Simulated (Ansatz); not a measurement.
Input and command of a plane-wave DFT calculation in Ansatz:

```yaml
crystal:
  lattice:
    - [2.6290009031, 0.0, 0.0]
    - [-1.3145004516, 2.2767815687, 0.0]
    - [0.0, 0.0, 2.4937990739]
  atoms:
    - { symbol: Si, position: [0.0, 0.0, 0.0] }
basis:
  ecutwfc: 500
kpoints:
  mp_grid: { grid: [30, 30, 26] }
hamiltonian:
  xc: r2scan
scf:
  occupations: { method: gaussian, width: 0.15 }
output:
  forces: true
  stress: true
  eigenvalues: true
```

```bash
ansatz run input.yaml --threads 1 --pin off --max-ram 2560MiB --backend cpu --events-out ev --progress --plain --runs-dir out
```

Processor: Intel(R) Xeon(R) Platinum 8488C (Sapphire Rapids), 1 thread, on a host shared with other jobs.

Q: How long does it run, and how much memory does it take?

A: About 9.7 s on 1 thread of Intel(R) Xeon(R) Platinum 8488C (Sapphire Rapids), on a shared host, peak memory 0.53 GiB. It solves 6 bands at 1274 k points (the mesh reduced by symmetry) with about 393 plane waves, in 6 SCF iterations.
